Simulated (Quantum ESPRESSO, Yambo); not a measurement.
At a photon energy of 11.00 eV, RPA with local fields on PBEsol bands shifted by a G0W0 scissor of 3.30 eV (Quantum ESPRESSO and Yambo; 4×4×4 mesh, 166 bands, 3 Ry local-field block, 0.2 eV broadening) gives ε = 3.14 + 0.75i for CsSrF3 (cubic perovskite, space group Pm-3m, No. 221), field along x.

**Question.** Work out n, κ, the normal-incidence reflectivity, the absorption coefficient and the penetration depth.

**Answer.** 
|ε| = 3.23; n = √((|ε| + ε1)/2) = 1.78, κ = √((|ε| − ε1)/2) = 0.21. R = ((n − 1)² + κ²)/((n + 1)² + κ²) = 0.08. α = 2Eκ/(ħc) with ħc = 197.327 eV nm: 0.0234 per nm = 2.3 × 10⁵ per cm, a 1/e depth of 43 nm. The computed direct gap is 9.52 eV, and the energy scale of the real crystal may differ from it. Excitonic effects are left out, and values at one energy depend on mesh and broadening. The scissor comes from a G0W0 run whose convergence isn't established. Convergence of the RPA response with its 4×4×4 mesh was not tested.

Geometry of the Materials Project entry, not relaxed at this level; primitive cell a = 4.763 Å, b = 4.763 Å, c = 4.763 Å, α = 90.00°, β = 90.00°, γ = 90.00°.

The structure is a Materials Project entry; no match was found in the copy of COD used, and its stability was not checked.
